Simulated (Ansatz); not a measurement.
Start of a relaxation of Ti3Se:

```yaml
crystal:
  lattice:
    - [2.82382, 1.63033, 3.14470]
    - [-2.82382, 1.63033, 3.14470]
    - [0.00000, -3.26066, 3.14470]
  atoms:
    - { symbol: Ti, position: [0.00000, 0.00000, 0.50000] }
    - { symbol: Ti, position: [0.50000, 0.00000, 0.00000] }
    - { symbol: Ti, position: [0.00000, 0.50000, 0.00000] }
    - { symbol: Se, position: [0.00000, 0.00000, 0.00000] }
```

These are results of DFT PBE, scalar-relativistic, plane waves, PAW in Ansatz 0.2.0, not measurements. Cutoff 420 eV, Gaussian smearing, Γ-centred meshes. Cell and atoms relax first on a coarse mesh and then on a finer one. In between, the cell is made exact in the group found at 0.06 Å. In metals the finer mesh still leaves noise of several meV/atom or more. The steps can't lower the symmetry of their start, moments included. Collinear spin, starting moments -1 1 1 0 μB in the order of the atoms; they died out on the coarse mesh, so the last step has no spin.

A guess keeps its type if space group and coordination stay and the shape of the cell changes little (axis ratios within about 15 %, angles within 6°); the volume may change.

**Question.** Does it keep its structure type, or change into something else?

**Answer.** It doesn't keep its type. The symmetry goes from R-3m (No. 166) to C2/m (No. 12). The volume per atom grows by 15.2 %, from 21.7 to 25.0 Å³. The shortest distance goes from 2.27 Å (Ti–Se) to 2.38 Å (Ti–Ti). Counting neighbours within 15 % of an atom's shortest distance, the start has Se 6, Ti 2 and the end Se 6, Ti 2/4. In detail, at the end around Ti on a site of symmetry 2/m lie 2 Se at 2.44 Å and 4 Ti at 2.95 Å; Ti on a site of symmetry -1 has 2 Ti at 2.38 Å, 2 Se at 2.59 Å and 2 Ti at 2.95 Å; around Se lie 6 Ti at 2.44–2.59 Å.

```
Ti Se
1.0
     4.59773   -2.37764    0.00000
     4.59773    2.37764    0.00000
    -1.71623    0.00000    4.57570
Ti Se
3 1
Direct
  0.00000 0.00000 0.50000
  0.50000 0.00000 0.00000
  0.00000 0.50000 0.00000
  0.00000 0.00000 0.00000
```

Energies over the elements count from the elements' standard structures at the same level, with no fitted energy shifts.

**Question.** At what energy does it end?

**Answer.** +0.59 eV/atom. A positive value: parting into the elements would lower its energy.

The last run used a 12×12×10 mesh (in the run's order of axes) for its 4-atom cell and Gaussian smearing of 0.10 eV. The reference form of Se is held partly by dispersion forces, which this level lacks. A structure relaxed within its symmetry needn't be a true minimum. Another cell of Ti3Se relaxed alike, in P4/mmm, lies 1.07 eV/atom lower, so this cell isn't the stable form at this level.

In counts of neighbours, a slash parts the counts of unlike sites.
